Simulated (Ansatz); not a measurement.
# Calculated with Ansatz: KZn2Ge2, relaxation

The command:

```bash
ansatz run input.yaml --threads 2 --pin off --max-ram 3584MiB --backend cpu --events-out ev --progress --plain --runs-dir out
```

The input file (Ansatz 0.2.0, plane waves):

```yaml
crystal:
  lattice:
    - [0.0, 4.446759, 0.0]
    - [4.446759, 0.0, 0.0]
    - [2.223379, 2.223379, -5.730087]
  atoms:
    - { symbol: Ge, position: [0.386, 0.386, 0.228] }
    - { symbol: Ge, position: [0.614, 0.614, 0.772] }
    - { symbol: K, position: [0.0, 0.0, 0.0] }
    - { symbol: Zn, position: [0.75, 0.25, 0.5] }
    - { symbol: Zn, position: [0.25, 0.75, 0.5] }
  symmetry: { tolerance: 0.0003 }
kpoints:
  mp_grid: { grid: [7, 7, 7], shift: [0, 0, 0] }
magnetization:
  spin_polarized: false
scf:
  occupations: { method: fermi_dirac }
  lower_state_search: "off"
hamiltonian:
  pseudopotentials: { kind: paw }
  xc: pbe
basis:
  ecutwfc: 420
  fft_grid_basis: typed
relax:
  max_steps: 60
output:
  forces: true
  stress: true
  eigenvalues: true
  bader: true
  populations: true
  elf: true
  write_potential: true
  volumetric_format: npy
  dos:
    e_range: [-12, 8]
    de: 0.05
    projected: { site_lists: { Ge: [Ge], K: [K], Zn: [Zn] } }
  write_density: true
checkpoint:
  read: saved_state
```

Origin of the cell: a known structure type with other elements, at an estimated volume, so it need not be a known compound.

The smearing width isn't typed, so it takes its default of 0.1 eV.

The saved state is a converged single point of the same cell.

Steps:

```json
{"step": "1", "ΔF (meV/atom)": "0.0", "max force component (eV/Å)": "0.469", "SCF iterations": "6", "step was": "accepted"}
{"step": "2", "ΔF (meV/atom)": "-5.0", "max force component (eV/Å)": "0.113", "SCF iterations": "5", "step was": "accepted"}
{"step": "3", "ΔF (meV/atom)": "-5.4", "max force component (eV/Å)": "0.003", "SCF iterations": "6", "step was": "accepted"}
{"step": "4", "ΔF (meV/atom)": "-5.4", "max force component (eV/Å)": "0.003", "SCF iterations": "3", "step was": "accepted"}
```

Step 1, with forces in eV/Å:

```xyz
5
Lattice="0.000 4.447 0.000 4.447 0.000 0.000 2.223 2.223 -5.730" Properties=species:S:1:pos:R:3:forces:R:3 pbc="T T T" step=1
Ge    2.223    2.223   -1.306    0.000    0.000   -0.469
Ge    4.447    4.447   -4.424    0.000    0.000    0.469
K     0.000    0.000    0.000    0.000    0.000    0.000
Zn    2.223    4.447   -2.865    0.000    0.000    0.000
Zn    4.447    2.223   -2.865    0.000    0.000    0.000
```

Step 2, with forces in eV/Å:

```xyz
5
Lattice="0.000 4.447 0.000 4.447 0.000 0.000 2.223 2.223 -5.730" Properties=species:S:1:pos:R:3:forces:R:3 pbc="T T T" step=2
Ge    2.223    2.223   -1.351    0.000    0.000   -0.113
Ge    4.447    4.447   -4.380    0.000    0.000    0.113
K     0.000    0.000    0.000    0.000    0.000    0.000
Zn    2.223    4.447   -2.865    0.000    0.000    0.000
Zn    4.447    2.223   -2.865    0.000    0.000    0.000
```

Step 4, with forces in eV/Å:

```xyz
5
Lattice="0.000 4.447 0.000 4.447 0.000 0.000 2.223 2.223 -5.730" Properties=species:S:1:pos:R:3:forces:R:3 pbc="T T T" step=4
Ge    2.223    2.223   -1.366    0.000    0.000   -0.003
Ge    4.447    4.447   -4.364    0.000    0.000    0.003
K     0.000    0.000    0.000    0.000    0.000    0.000
Zn    2.223    4.447   -2.865    0.000    0.000    0.000
Zn    4.447    2.223   -2.865    0.000    0.000    0.000
```

```
Free energy lowered by  : 5.4 meV/atom
Final pressure          : -2.19 GPa
Relaxation steps listed : 4
Gap on the mesh         : none (metal)
```

Caveats: no moments, though an odd count or open d shells may carry them; the SCF threshold is looser than advised for a stress; the relaxation held the start's symmetry, so the end may be a saddle point.

It ran for 34 s on 2 threads of Arm Neoverse V2, on a shared host, peak memory 0.49 GiB, from a saved density.
